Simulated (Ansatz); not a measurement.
Relaxed-ion elastic tensor of SiNi3 (Cu3Au type, Pm-3m) in GPa (Voigt order), DFT-r²SCAN in the program Ansatz with PAW potentials; density 8.15 g/cm³, 10.39 Å³ per atom.

```tsv
	1	2	3	4	5	6
1	360	181	181	0.0	0.0	0.0
2	181	360	181	0.0	0.0	0.0
3	181	181	360	0.0	0.0	0.0
4	0.0	0.0	0.0	149	0.0	0.0
5	0.0	0.0	0.0	0.0	149	0.0
6	0.0	0.0	0.0	0.0	0.0	149
```

Q: Is the crystal mechanically stable?

A: Yes: the smallest eigenvalue of C is 149 GPa.

Q: Work out the Voigt, Reuss and Hill averages.

A: K_V = 240, K_R = 240, K_H = 240; G_V = 126, G_R = 118, G_H = 122 GPa.

Q: Give Young's modulus, Poisson's ratio, Pugh's ratio and the universal anisotropy index.

A: E = 9KG/(3K + G) = 313 GPa; ν = 0.28; K/G = 1.97 (ductile by the Pugh limit of 1.75); A_U = 5G_V/G_R + K_V/K_R − 6 = 0.32.

Q: Estimate the sound speeds and the Debye temperature.

A: v_l = √((K + 4G/3)/ρ) = 7030 m/s, v_t = √(G/ρ) = 3870 m/s, mean 4310 m/s; Θ = (h/k)(3n/4πV)^(1/3) v_m = 588 K.

Q: Give the Zener ratio and Young's modulus along [100], [110] and [111].

A: A = 2C44/(C11 − C12) = 1.66; 1/E = S11 − 2(S11 − S12 − S44/2)Γ with Γ = 0, 1/4, 1/3 gives 240, 326, 371 GPa.

Q: Solve the Christoffel equation for the three sound speeds along [100], [110], [111].

A: Eigenvalues of C_ijkl n_j n_l equal ρv². In km/s, slowest first: [100] 4.28, 4.28, 6.65; [110] 3.32, 4.28, 7.18; [111] 3.67, 3.67, 7.34.

The cell was relaxed with r²SCAN under the symmetry of its start; of distortions, only those at the zone centre were tested. The workflow began spin-polarised and lost its moments. As this level gives no gap, shear constants depend on the k-mesh and smearing (Fermi–Dirac, 0.1 eV here).

Potentials: the later of the program's two PAW sets.
